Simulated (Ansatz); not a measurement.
## Contact densities of ScIn₃ against volume

```xyz
4
Lattice="4.4600 0.0000 0.0000 0.0000 4.4600 0.0000 0.0000 0.0000 4.4600" Properties=species:S:1:pos:R:3 pbc="T T T"
Sc    0.0000    0.0000    0.0000
In    0.0000    2.2300    2.2300
In    2.2300    0.0000    2.2300
In    2.2300    2.2300    0.0000
```

Atom numbers follow the list: Sc1, In2, In3, In4.

The cell is COD entry 1539387, as deposited and not checked against the literature; nothing was relaxed.

Spin–orbit coupling is left out, though it moves levels of the heavy atoms by tenths of an eV or more.

All numbers below come from DFT, PBEsol, all-electron PAW with datasets made for the crystal, scalar-relativistic (Ansatz 0.2.0).

Sampling and basis: a Γ-centred 8×8×8 k mesh, Fermi–Dirac smearing of 0.08 eV, cutoff 260 eV (chosen by the program for this cell), no spin polarisation.

The contact density is the mean electron density over the nuclear volume; its changes follow the s electrons' response to bonding and compression. Changes below are taken from the unscaled cell, where it is 48468.6 e/Å³ at Sc1, 1.13132e+06 e/Å³ at In2.

The datasets are made afresh for each cell, so very small changes are uncertain.

Does compression raise or lower the contact density at In2?

It lowers it, by 7.20 e/Å³ over the whole range.

Tabulate the changes with volume.


```tsv
V/V(cell)	P (GPa)	Δρ(0) Sc1 (e/Å³)	Δρ(0) In2 (e/Å³)
0.9400	4.3	-0.24	-3.62
0.9600	2.6	-0.15	-2.41
0.9800	1.1	-0.07	-1.20
0.9900	0.4	-0.04	-0.60
1.0000	-0.3	0.00	0.00
1.0100	-0.9	0.05	0.63
1.0200	-1.5	0.08	1.23
1.0400	-2.6	0.15	2.38
1.0600	-3.5	0.21	3.58
```
